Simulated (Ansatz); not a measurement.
Starting cell, Au (fcc, Cu type):

```yaml
crystal:
  lattice:
    - [0.00000, 4.12408, 4.12408]
    - [2.06204, 2.06204, 4.12408]
    - [2.06204, 2.06204, 0.00000]
  atoms:
    - { symbol: Au, position: [0.00000, 0.00000, 0.00000] }
    - { symbol: Au, position: [0.50000, 0.00000, 0.00000] }
```

A phonon eigenvector at X = (0.5, 0.5, 0.0) is frozen into this cell: atom i moves by Q times the vector below, so Q is the largest atomic displacement, in Å. The cell is held. It is one choice among 2 degenerate patterns. (q is in reciprocal vectors of the primitive cell; the cell shown is doubled to hold the pattern.)

| atom | x | y | z |
|---|---|---|---|
| Au1 | 0.000 | 1.000 | 0.000 |
| Au2 | 0.000 | -1.000 | 0.000 |

Level of theory: r2SCAN (plane waves to 500 eV, PAW, scalar-relativistic; Ansatz, a program for electronic structure). k mesh 19×19×19 (Γ-centred), Fermi-Dirac smearing 0.05 eV. With partly filled bands, energies and forces of such displacements shift with the k mesh and the smearing. Au was relaxed with its symmetry unable to fall. Spin-orbit coupling is left out, though Au is heavy. 

| Q (Å) | −dE/dQ from forces (eV/Å) |
|---|---|
| -0.280 | 3.872 |
| -0.233 | 2.894 |
| -0.187 | 2.087 |
| -0.140 | 1.427 |
| -0.093 | 0.883 |
| -0.047 | 0.421 |
| 0.000 | 0.000 |
| 0.047 | -0.421 |
| 0.093 | -0.883 |
| 0.140 | -1.427 |
| 0.187 | -2.087 |
| 0.233 | -2.894 |
| 0.280 | -3.872 |

### Question
What harmonic wavenumber does the curvature at Q = 0 give?

### Answer
78 cm⁻¹. E″ = 8.88 eV/Å², M = Σ mᵢ|uᵢ|² = 393.9 u, ν̃ = 521.5·√(|E″|/M).

(A displaced cell: forces are minus the slopes of the energy, force constants its curvatures, and phonons follow from these.)
